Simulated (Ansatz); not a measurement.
In2O3 (La2O3 or Ni2Al3 type, space group No. 164), r²SCAN+D4 in the plane-wave PAW code Ansatz. The conduction-band minimum lies at Γ, with 1 equivalent valley. Second derivatives d²E/dk² of the lowest band at one valley (eV·Å²), along Cartesian directions:

```
direction  d²E/dk²
---------  -------
[100]        42.98
[010]        42.98
[001]        50.84
[110]        42.98
[101]        46.91
[011]        46.92
```

Find the principal effective masses, the density-of-states mass and the conductivity mass.

Off-diagonal terms follow from H_xy = H[110] − (H_xx + H_yy)/2, and m*/mₑ = 7.620 eV·Å² over each eigenvalue: 0.15, 0.18, 0.18. One valley's DOS mass (m₁m₂m₃)^(1/3) = 0.17, conductivity mass 3/(Σ 1/mᵢ) = 0.17 mₑ.

What effective density of states Nc follows at 300 K for parabolic valleys?

Nc = 2.509e19 × 1 × (0.17)^(3/2) ≈ 1.8e18 cm⁻³.

Space group P-3m1 (La2O3 or Ni2Al3 type). The start of the workflow was typed in or built on a structure type; neither database checked (COD, Materials Project) lists it. It is not the phase usual at ambient conditions (space group No. 206). The r²SCAN+D4 relaxation kept the symmetry of its start. At this level the phase is mechanically unstable. The volume moved by -25 % from the start of the relaxation. Scalar-relativistic: spin–orbit coupling is off unless named, which matters more the heavier the elements.

Potentials: the earlier of the program's two PAW sets.

Edges and masses are those of Kohn–Sham bands, whose gap is no quasiparticle gap.
